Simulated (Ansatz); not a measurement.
Starting cell, CsPbCl3 (cubic perovskite):

```yaml
crystal:
  lattice:
    - [5.61876, 0.00000, 0.00000]
    - [0.00000, 5.61876, 0.00000]
    - [0.00000, 0.00000, 5.61876]
  atoms:
    - { symbol: Cs, position: [0.00000, 0.00000, 0.00000] }
    - { symbol: Pb, position: [0.50000, 0.50000, 0.50000] }
    - { symbol: Cl, position: [0.00000, 0.50000, 0.50000] }
    - { symbol: Cl, position: [0.50000, 0.50000, 0.00000] }
    - { symbol: Cl, position: [0.50000, 0.00000, 0.50000] }
```

In this cell atom 2 (Pb, nearest neighbour Cl at 2.809 Å; its periodic images, 5.6 Å or more away, move with it) is moved by u·(0.707, 0.707, 0.000) + v·(0.000, 0.000, 1.000); the rest is frozen.

Level of theory: PBEsol (plane waves to 420 eV, PAW, scalar-relativistic; Ansatz, an electronic-structure program). k mesh 5×5×5 (Γ-centred), Fermi-Dirac smearing 0.05 eV. The energy includes the smearing's −TS. CsPbCl3 was relaxed with its symmetry unable to fall. Spin-orbit coupling is left out, though Pb is heavy. The PAW data are Ansatz's earlier set. This is a high-temperature form of CsPbCl3. The zero of ΔE is the undisplaced structure. Axes are in Å.

Task: Estimate the ΔE (meV/cell) for all points of the grid u = -0.420, -0.210, 0.000, 0.210, 0.420 by v = -0.420, -0.210, 0.000, 0.210, 0.420.

Result: ΔE (meV/cell), with u across and v down:

```tsv
v \ u	-0.420	-0.210	0.000	0.210	0.420
-0.420	633	436	385	436	633
-0.210	354	125	66	125	354
0.000	295	60	0	60	295
0.210	354	125	66	125	354
0.420	633	436	385	436	633
```

(For displaced atoms, the force is minus the slope of the energy, and its curvature is a force constant, which sets phonon frequencies.)
